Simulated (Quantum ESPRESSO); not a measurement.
## Kohn-Sham bands of InP (wurtzite)

```xyz
4
Lattice="4.1681 0.0000 0.0000 -2.0841 3.6097 0.0000 0.0000 0.0000 6.8400" Properties=species:S:1:pos:R:3 pbc="T T T"
In    -2.0841     1.2032    -3.4186
In     2.0841    -1.2032     0.0014
P     -2.0841     1.2032    -0.8564
P      2.0841    -1.2032     2.5636
```

Structure: Materials Project mp-966800, symmetrised, not relaxed again. Not found in the COD (Crystallography Open Database) copy used, which has the formula in other groups; not checked further. Method: PBEsol plane waves in Quantum ESPRESSO 7.5 (PseudoDojo norm-conserving files, 56 Ry, no spin polarisation, no spin-orbit coupling), Bloch states on a 12×12×6 mesh through Γ, Wannier90 4.0.1. Density: 12×12×6 mesh, Gaussian smearing 0.01 Ry. Spin-orbit coupling is left out although heavy elements are present.

Energies are relative to the valence-band maximum; weights are on the orthonormalised atomic waves of the pseudopotential files, averaged over the group. 36 electrons a cell are treated as valence.

### Question
Into which isolated groups do the bands fall, where do they lie and what are they made of?

### Answer
| bands | from (eV) | to (eV) | filling | weight on atomic waves |
|---|---|---|---|---|
| 1–10 | -14.38 | -14.04 | filled | In 4d 98 % |
| 11–12 | -11.45 | -9.05 | filled | P 3s 58 %, In 5p 23 %, In 5s 12 % |
| 13–18 | -5.85 | 0.00 | filled | P 3p 62 %, In 5p 20 %, In 5s 13 % |

The Kohn-Sham gap over both meshes and the path is 0.56 eV.
